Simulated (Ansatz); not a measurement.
**Computed properties of Cs$_{2}$KYBr$_{6}$**

Cs$_{2}$KYBr$_{6}$:
```cif
data_Br24Cs8K4Y4
_chemical_formula_sum 'K4 Cs8 Y4 Br24'
_space_group_name_H-M_alt 'Fm-3m'
_space_group_IT_number 225
_space_group_name_Hall '-F 4 2 3'
_cell_length_a 11.76982
_cell_length_b 11.76982
_cell_length_c 11.76982
_cell_angle_alpha 90.000
_cell_angle_beta 90.000
_cell_angle_gamma 90.000
loop_
_atom_site_label
_atom_site_type_symbol
_atom_site_symmetry_multiplicity
_atom_site_Wyckoff_symbol
_atom_site_fract_x
_atom_site_fract_y
_atom_site_fract_z
_atom_site_occupancy
K1 K 4 b 0.50000 0.50000 0.50000 1
Cs1 Cs 8 c 0.25000 0.25000 0.25000 1
Y1 Y 4 a 0.00000 0.00000 0.00000 1
Br1 Br 24 e 0.00000 0.00000 0.23607 1
```
(The calculation used a cell of 10 atoms; values per cell refer to that cell.)

Space group Fm-3m (No. 225); conventional cell a = 11.7698 Å, b = 11.7698 Å, c = 11.7698 Å, α = 90.00°, β = 90.00°, γ = 90.00°.

Method: plane-wave PAW r²SCAN (Ansatz code). The cell and atoms are relaxed at this level. Other levels are named where they apply.

**Cell and energy**

```json
{
 "volume_per_atom": "40.76 Å³",
 "density": "3.56 g/cm³",
 "Formation energy from the elements (no fitted shifts)": "-2.13 eV/atom"
}
```

**Electronic structure**

```json
{
  "band_gap": "4.87 eV (direct)",
  "valence_band_maximum": "at Γ",
  "conduction_band_minimum": "at Γ",
  "Electron effective mass, band 1 of 3 at the edge": "14 along [100], 2.1 along [110], 1.6 along [111] (mₑ)",
  "Electron effective mass, band 2 of 3 at the edge": "0.88 along [100], 1.4 along [110], 1.2 along [111] (mₑ)",
  "Electron effective mass, band 3 of 3 at the edge": "0.88 along [100], 0.88 along [110], 1.2 along [111] (mₑ)",
  "Electron effective mass with spin–orbit coupling, band 1 of 2 at the edge": "2.4 along [100], 1.7 along [110], 1.5 along [111] (mₑ)",
  "Electron effective mass with spin–orbit coupling, band 2 of 2 at the edge": "0.90 along [100], 1.0 along [110], 1.2 along [111] (mₑ)",
  "Hole effective mass, band 1 of 3 at the edge": "3.5 along [110], 2.7 along [111] (mₑ)",
  "Hole effective mass, band 2 of 3 at the edge": "1.2 along [100], 1.8 along [110], 1.5 along [111] (mₑ)",
  "Hole effective mass, band 3 of 3 at the edge": "1.2 along [100], 1.2 along [110], 1.5 along [111] (mₑ)",
  "Hole effective mass with spin–orbit coupling, band 1 of 2 at the edge": "3.3 along [100], 2.3 along [110], 2.0 along [111] (mₑ)",
  "Hole effective mass with spin–orbit coupling, band 2 of 2 at the edge": "1.2 along [100], 1.4 along [110], 1.6 along [111] (mₑ)",
  "HSE06 gap on the r²SCAN cell": "5.51 eV",
  "Gap with spin–orbit coupling": "4.76 eV"
}
```

**Mechanics**

```json
{
  "Bulk modulus (Birch–Murnaghan fit)": "15.4 GPa",
  "Pressure derivative B′": "5.7"
}
```

**Charges**

```json
{
 "bader_charges": "K +0.83, Cs +0.90, Y +2.10, Br -0.79 e"
}
```

The first step of the workflow began from a Materials Project structure, measured or hypothetical; the Crystallography Open Database copy checked does not list it. Its standing as an ambient phase is unchecked. Symmetry was held in the r²SCAN relaxation; its stability against distortions is not shown here. The run is not spin-polarised. The references are the lowest solids computed at this level, not always the standard phases. Spin–orbit coupling is left out wherever it is not named.

Potentials: the later of the program's two PAW sets.
